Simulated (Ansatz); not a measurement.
Input:

BaZrO₃:
Space group Pm-3m (No. 221); a = b = c = 4.147 Å, α = β = γ = 90.00°

```json
[
 {"atom": "Ba", "site": "1a", "symmetry": "m-3m", "x": "0.0000", "y": "0.0000", "z": "0.0000"},
 {"atom": "Zr", "site": "1b", "symmetry": "m-3m", "x": "0.5000", "y": "0.5000", "z": "0.5000"},
 {"atom": "O", "site": "3c", "symmetry": "4/mm.m", "x": "0.0000", "y": "0.5000", "z": "0.5000"}
]
```

This is the LDA-relaxed structure.

**Question.** All from LDA (plane waves, PAW; program Ansatz), unless another level is named. Predict the Poisson's ratio.

**Answer.** 0.25.

**Question.** Predict the elastic constants (relaxed ions, GPa).

**Answer.** C11 = 351, C12 = 87.4, C44 = 87.9.

The LDA relaxation kept the symmetry of its start. At this level the phase is dynamically unstable (imaginary phonons). The run is not spin-polarised. Scalar-relativistic: spin–orbit coupling is off unless named, which matters more the heavier the elements.

Potentials: the later of the program's two PAW sets.
